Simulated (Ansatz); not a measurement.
HfN (rock salt)

```
HfN
1.0
    0.00000     4.52548     4.52548
    2.26274     0.00000     2.26274
    2.26274     2.26274     0.00000
N Hf
2 2
Direct
  0.00000   0.00000   0.00000
  0.50000   0.00000   0.00000
  0.25000   0.50000   0.50000
  0.75000   0.50000   0.50000
```

A phonon eigenvector at L = (0.5, 0.0, 0.0) is frozen into this cell: atom i moves by Q times the vector below, so Q is the largest atomic displacement, in Å. The cell is held. It is one choice among 2 degenerate patterns. (q is in reciprocal vectors of the primitive cell; the cell shown is doubled to hold the pattern.)

```
atom       x       y       z
----  ------  ------  ------
N1    -0.285   0.520  -0.805
N2     0.285  -0.520   0.805
```

Atoms not listed stay in place.

Level of theory: r2SCAN (plane waves to 500 eV, PAW, scalar-relativistic; Ansatz, an electronic-structure program). k mesh 9×18×18 (Γ-centred), Fermi-Dirac smearing 0.05 eV. Energies are smeared free energies. With partly filled bands, energies and forces of such displacements shift with the k mesh and the smearing. HfN is run without spin polarisation. HfN was relaxed with its symmetry unable to fall. Spin-orbit coupling is left out, though Hf is heavy. ΔE is measured from the undisplaced structure. The last digit holds for this mesh only.

```tsv
Q (Å)	ΔE (meV/cell)
-0.2800	1105.9
-0.2333	768.3
-0.1867	491.9
-0.1400	withheld
-0.0933	122.8
-0.0467	30.6
0.0000	0.0
0.0467	30.6
0.0933	122.8
0.1400	withheld
0.1867	491.9
0.2333	768.3
0.2800	1105.9
```

### Question
Fit an even polynomial form (powers 2, 4) to the given rows and predict ΔE at Q = 0.1400.

### Answer
Least squares on the 11 given rows: ΔE = (14120)·Q² + (-196.5)·Q⁴, in meV/cell with Q in Å; root-mean-square residual 0.18 meV/cell. At 0.1400 the fit gives 276.7 meV/cell; the calculation gives 276.6 meV/cell, so the interpolation is off by 0.1 (+0.0 %). The quadratic term alone would give 276.8 meV/cell.

(A displaced cell: forces are minus the slopes of the energy, force constants its curvatures, and phonons follow from these.)
